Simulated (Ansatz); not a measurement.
ZrCuGe in space group Pnma (No. 62; Zr on 4c, Cu on 4c, Ge on 4c), the program Ansatz at the PBE level (PAW), all energies at zero smearing, with the estimated change up to a 700 eV cutoff added, with one set of potentials and settings (totals compare only within such a set). Cell of 12 atoms (4 Zr, 4 Cu, 4 Ge): -60423.148 eV.

```
element                reference phase  E (eV/atom)
-------  -----------------------------  -----------
Zr       P6_3/mmc, 2 atoms in the cell   -4183.8362
Cu          Fm-3m, 1 atoms in the cell   -6625.1757
Ge          Fd-3m, 2 atoms in the cell   -4294.9847
```

Formation energy per atom, worked out: (-60423.148 − 4×(-4183.8362) − 4×(-6625.1757) − 4×(-4294.9847))/12 = -0.597 eV/atom (-58 kJ per mol of atoms), at 0 K, without zero-point energy or fitted corrections.

The first step of the workflow began from a Materials Project structure, measured or hypothetical; the Crystallography Open Database copy checked does not list it. Whether it is the stable phase at ambient conditions was not checked. Symmetry was held in the PBE relaxation; whether a distortion lowers the energy is not shown. No spin polarisation was allowed. The references are the lowest solids computed at this level, not always the standard phases.

Potentials: the later of the program's two PAW sets.
